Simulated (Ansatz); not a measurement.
Screening note. A metal film that reacts with Si consumes substrate; on a shallow junction the depth consumed per thickness of contact matters as much as the driving force.

NiSi serves as the reference. 5 nm of metal is deposited and fully reacted. All products have no gap at this level.

Where the numbers come from (Ansatz, a plane-wave PAW program): volume per atom: r²SCAN, relaxed cell; metal volume, Si volume: r²SCAN, the element in its room-temperature structure; ΔH_f: r²SCAN, 0 K, against the elements in the same set-up, no fitted corrections.

Model phases, started by placing the elements on a structure type or from a typed cell, with no claim that they are known: Nb2Si (P6₃/mmc, hP6). Runs started from generated or typed cells of the structure named: WSi2; MoSi2; NiSi. No claim is made that these are known or stable phases: Fe11Si5 (Pm-3m, cP16); Fe2Si (P4/mmm, tP6). Over 15 meV/atom above the lowest phase of their formula at hand: Fe2Si (P4/mmm, tP6) (42 meV/atom, r²SCAN). Magnetic states: Fe11Si5 (Pm-3m, cP16) ferromagnetic, as set for this run; Fe2Si (P4/mmm, tP6) ferrimagnetic, the lowest of the collinear orders tried. Functionals of the SCAN family are commonly reported to give itinerant 3d magnets too large moments and volumes. Run without spin polarisation: NiSi. Spin–orbit coupling is left out unless named. No other phase of the formula is at hand at the same level beside Fe11Si5 (Pm-3m, cP16), Nb2Si (P6₃/mmc, hP6). ΔH_f counts from the lowest computed solid of each element: Fe (Im-3m, ferromagnetic), Mo (Im-3m), Nb (Im-3m), Ni (Fm-3m, ferromagnetic), Si (Fd-3m), W (Im-3m).

Definitions used: Si consumed = metal thickness × y × V(Si)/V(metal); product = metal thickness × (1 + y) × V/V(metal); ratio = consumed/product; volume change = product/(metal + consumed) − 1.

| crystal | Si atoms per metal atom | V (Å³/atom) | V of the metal (Å³/atom) | V of Si (Å³/atom) | ΔH_f (eV/atom) | Si consumed (nm) | product thickness (nm) | consumed per nm of product | volume change (%) |
|---|---|---|---|---|---|---|---|---|---|
| Nb2Si (P6₃/mmc, hP6) | 0.500 | 16.21 | 18.00 | 20.17 | −0.378 | 2.80 | 6.75 | 0.41 | −13 |
| WSi2 (I4/mmm) | 2.000 | 13.41 | 15.90 | 20.17 | −0.314 | 12.69 | 12.65 | 1.00 | −28 |
| MoSi2 (I4/mmm) | 2.000 | 13.36 | 15.63 | 20.17 | −0.472 | 12.90 | 12.82 | 1.01 | −28 |
| Fe11Si5 (Pm-3m, cP16) | 0.455 | 10.60 | 11.78 | 20.17 | −0.167 | ? | ? | ? | ? |
| Fe2Si (P4/mmm, tP6) | 0.500 | 10.71 | 11.78 | 20.17 | −0.152 | ? | ? | ? | ? |
| NiSi (Pnma), reference | 1.000 | 11.90 | 10.52 | 20.17 | −0.477 | 9.59 | 11.31 | 0.85 | −22 |

Q: What belongs in the gaps?

A: 
- Fe2Si (P4/mmm, tP6): Si consumed: 5 × 0.500 × 20.17/11.78 = 4.28 nm; product thickness: 5 × (1 + 0.500) × 10.71/11.78 = 6.82 nm; Si consumed per nm of product: 4.28/6.82 = 0.63; volume change: 100 × (6.82/(5 + 4.28) − 1) = −27 %.
- Fe11Si5 (Pm-3m, cP16): Si consumed: 5 × 0.455 × 20.17/11.78 = 3.90 nm; product thickness: 5 × (1 + 0.455) × 10.60/11.78 = 6.55 nm; Si consumed per nm of product: 3.90/6.55 = 0.60; volume change: 100 × (6.55/(5 + 3.90) − 1) = −26 %.

By Si consumed per nm of product (lowest first): Nb2Si (P6₃/mmc, hP6) (0.41 ± 0.013), Fe11Si5 (Pm-3m, cP16) (0.60 ± 0.019), Fe2Si (P4/mmm, tP6) (0.63 ± 0.020), NiSi (0.85 ± 0.027), WSi2 (1.00 ± 0.032) ≈ MoSi2 (1.01 ± 0.032). The ± follows from allowances picked for this note (volume per atom 1 %, 3 % for the model), carried to first order and added in quadrature; ≈ joins neighbours closer than their two ± added in quadrature. 3 of the 5 others clearly beat the reference on this figure.

Which phase forms first is kinetic; barrier heights, resistivities and agglomeration are not treated. Phases over 50 meV/atom above the lowest one at hand were not drawn (by r²SCAN where it compared them, else by the largest value; a layered or molecular lowest phase counts only with a dispersion term); other phases could lie lower still. Rows are perfect crystals in the structures named, stable or not; films, defects and interfaces will differ. The rows are a sample and no shortlist: familiar crystals first, some related and some not, whatever their agreement with measurement; tables with many equal figures were not kept. Limits of the draw: ΔH_f under −0.03 eV/atom; for ΔH_f, runs without a dispersion term, no Mn, and elements whose lowest cell is their usual one. As a rule kept out of such tables: 4f compounds, open-shell compounds run without a Hubbard term, cells found unstable in the tests at hand, cells close to a higher symmetry, and runs set to a pressure or over 12 % in volume from the crystal's fullest run.
